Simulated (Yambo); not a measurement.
A G0W0@PBE run in Yambo for a free-standing HfS$_{2}$ monolayer (symmetry P-3m1, slab cell 15.9 Å high) (6×6×1 Γ-centred k mesh, bands 2 to 119 and a 6 Ry block in the screening, 119 bands in G with the Bruneval-Gonze terminator, plasmon pole fitted at 27.2 eV, slab-truncated Coulomb interaction, stochastic integration of W near q = 0) gives these matrix elements, in eV, at the band edges (Γ → M):

```csv
state,E0,<Vxc>,<Σx>,<Σc(E0)>,Z
valence edge,0.000,-13.626,-16.020,1.484,0.755
conduction edge,1.252,-12.387,-7.948,-3.361,0.770
```

Problem. Solve the linearised quasiparticle equation for both states, give the gap, and say how exchange and correlation each act on it.

Solution. E = E0 + Z(Σx + Σc − Vxc). Valence: 0.000 + 0.755 × (-16.020 + (1.484) − (-13.626)) = -0.69 eV. Conduction: 1.252 + 0.770 × (-7.948 + (-3.361) − (-12.387)) = 2.08 eV. The gap is 2.77 eV, against 1.25 eV in PBE. Replacing Vxc by bare exchange alone would open it by 6.83 eV; correlation takes back 4.84 eV of that, and Z scales what is left. Convergence of the G0W0 settings was not tested. Without spin-orbit coupling, band edges of such heavy elements can be off by tenths of an eV.

Geometry relaxed with PBE+D3(BJ); primitive cell a = b = 3.6208 Å, c = 15.9000 Å, α = β = 90.00°, γ = 120.00°.
